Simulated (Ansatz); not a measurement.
BeTe:
```yaml
crystal:
  lattice:
    - [0.00000, 2.82859, 2.82859]
    - [2.82859, 0.00000, 2.82859]
    - [2.82859, 2.82859, 0.00000]
  atoms:
    - { symbol: Be, position: [0.75000, 0.75000, 0.75000] }
    - { symbol: Te, position: [0.50000, 0.50000, 0.50000] }
```

Relaxed with r²SCAN. Special points in fractions of this cell's reciprocal vectors: Γ (0.000, 0.000, 0.000); X (0.500, 0.000, 0.500); U (0.625, 0.250, 0.625); K (0.375, 0.375, 0.750); L (0.500, 0.500, 0.500); W (0.500, 0.250, 0.750).

Question: List the band energies nearest the valence-band maximum at these points for r²SCAN in the plane-wave PAW code Ansatz.

Answer: In eV from the valence-band maximum; about four levels below and three above (degenerate sets whole), none deeper than 8.9 eV; points with the same levels are listed once.

| k | below | above |
|---|---|---|
| Γ | 0.00 0.00 0.00 | 4.04 4.04 4.04 |
| X | -5.27 -2.69 -2.69 | 2.38 3.01 10.52 10.52 |
| U | -4.91 -3.93 -2.27 | 3.10 5.75 8.53 |
| L | -5.67 -1.15 -1.15 | 3.51 5.04 5.04 |
| W | -4.73 -3.75 -3.23 | 5.68 6.11 6.20 |

Space group F-43m (zinc blende). The r²SCAN relaxation kept the symmetry of its start; of distortions, only those at the zone centre were tested. The volume moved by 29 % from the start of the relaxation. Scalar-relativistic: spin–orbit coupling is off unless named, which matters more the heavier the elements.

Potentials: the later of the program's two PAW sets.
